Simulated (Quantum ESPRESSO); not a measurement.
# Hf3AlO7F: a curve over strain

Computed values, not a measurement. The program is pw.x of Quantum ESPRESSO 7.5 (plane-wave density functional theory). The cell is made up: 12 atoms on a rutile lattice, with randomly drawn elements, strain and displacements, not relaxed. PseudoDojo standard norm-conserving files (v0.5 for PBE, v0.4.1 for LDA and PBEsol) set the functional; there is no spin polarisation, spin-orbit coupling or dispersion term, and the masses in the input are unused placeholders.

The hafnium pseudopotential is less sure than the others, with forces about 3 percent (worst 6) and pressure in oxides about 1.5 GPa (worst 2.7) from a second method in checks, which no rerun with the same files tests.

Seven runs add a strain to one cell (along z); the atoms follow the cell and are not relaxed. Stress in the table is positive in tension.

Input of the run at -0.0075:

```
&control calculation='scf', pseudo_dir='./dojo.nc.sr.pbe.v0_5.standard.upf', outdir='./o', disk_io='medium', tprnfor=.true., tstress=.true. /
&system ibrav=0, nat=12, ntyp=4, nbnd=50, ecutwfc=84.00895049, nosym=.true., tot_charge=0,
 occupations='smearing', smearing='fd', degauss=0.0018374661
/
&electrons conv_thr=7.350e-09, electron_maxstep=60, /
ATOMIC_SPECIES
Al 1.0 Al.upf
F 1.0 F.upf
Hf 1.0 Hf.upf
O 1.0 O.upf
CELL_PARAMETERS angstrom
4.8813 0.0 0.0
0.0 4.8813 0.0
0.0 0.0 6.4066
ATOMIC_POSITIONS angstrom
Hf -0.1772 -0.049 -0.0571
Hf 2.4611 2.3767 1.4748
Al -0.0041 -0.2342 3.309
Hf 2.3229 2.3149 4.8018
O 1.5309 1.3083 0.1268
O 3.4008 3.2157 -0.0278
O 3.9793 0.9309 1.5974
O 1.1174 4.077 1.6476
F 1.5307 1.6026 3.2116
O 3.3212 3.4011 3.1235
O 3.9125 0.9452 4.7885
O 1.0713 4.046 4.5563
K_POINTS automatic
5 5 4 1 1 1
```

| added strain | free energy less that of the input shown (eV) | stress xx (GPa) | stress yy (GPa) | stress zz (GPa) | stress xy (GPa) | pressure (GPa) | next band up at Gamma (eV) | iterations |
| --- | --- | --- | --- | --- | --- | --- | --- | --- |
| -0.0196 | 0.0139 | 4.64 | 4.74 | -3.87 | -5.54 | -1.84 | 2.991 | 14 |
| -0.0140 | -0.0002 | 5.35 | 5.46 | -1.32 | -5.31 | -3.16 | 2.954 | 14 |
| -0.0112 | -0.0020 | 5.70 | 5.81 | -0.08 | -5.19 | -3.81 | 2.936 | 14 |
| -0.0075 | 0.0000 | 6.15 | 6.27 | 1.53 | -5.04 | -4.65 | 2.910 | 14 |
| +0.0120 | 0.1026 | 8.33 | 8.50 | 9.30 | -4.34 | -8.71 | 2.764 | 14 |
| +0.0206 | 0.1921 | 9.21 | 9.40 | 12.39 | -4.05 | -10.33 | 2.695 | 15 |

Question: one run is left out of the table, at -0.0160. Estimate its stress zz (GPa).

Answer: -2.22. The whole row:

```
added strain  free energy less that of the input shown (eV)  stress xx (GPa)  stress yy (GPa)  stress zz (GPa)  stress xy (GPa)  pressure (GPa)  next band up at Gamma (eV)  iterations
     -0.0160                                         0.0037             5.10             5.20            -2.22            -5.39           -2.69                       2.967          13
```

A cubic fit gives a slope of stress zz against the added strain of 405 GPa at zero added strain, with the atoms clamped. Across the table the free energy follows the integral of the stress to within 1.5 meV. A rerun of one of the cells at a cutoff of 1437 eV and k mesh 7 x 7 x 6 moved values by no more than 0.004 eV in energy, 0.03 GPa in stress and 0.003 eV/Å in force. The band column is the level of band 45 at Gamma less that of band 44, whose number is half the electron count, rounded up; it comes from a band step after each run.